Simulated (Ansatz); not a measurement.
Ru:
```cif
data_Ru2
_chemical_formula_sum 'Ru2'
_space_group_name_H-M_alt 'P63/mmc'
_space_group_IT_number 194
_space_group_name_Hall '-P 6c 2c'
_cell_length_a 2.72076
_cell_length_b 2.72076
_cell_length_c 4.29516
_cell_angle_alpha 90.000
_cell_angle_beta 90.000
_cell_angle_gamma 120.000
loop_
_atom_site_label
_atom_site_type_symbol
_atom_site_symmetry_multiplicity
_atom_site_Wyckoff_symbol
_atom_site_fract_x
_atom_site_fract_y
_atom_site_fract_z
_atom_site_occupancy
Ru1 Ru 2 c 0.33333 0.66667 0.25000 1
```

Relaxed at zero pressure with plane-wave PAW PBE (Ansatz code).

Task: The volume is lowered by 6 % and shape and atoms relax at that volume. What pressure results, and how do the axes share the change?

Result: 22.5 GPa; a -2.1 %, b -2.1 %, c -1.9 %; the energy rises by 54 meV/atom.

Task: Give the new structure.

Result: 
Space group P6₃/mmc (No. 194); a = b = 2.6627 Å, c = 4.2155 Å, α = β = 90.00°, γ = 120.00°

| atom | site | symmetry | x | y | z |
|---|---|---|---|---|---|
| Ru | 2c | -6m2 | 0.3333 | 0.6667 | 0.2500 |

The phase is kept; no other phase was compared at this pressure.

Space group P6_3/mmc (hcp (Mg type)). The PBE relaxation kept the symmetry of its start. The run is not spin-polarised. Axis ratios of metals converge slowly with the k-mesh, so a and c are less sure than the volume.

Potentials: the earlier of the program's two PAW sets.
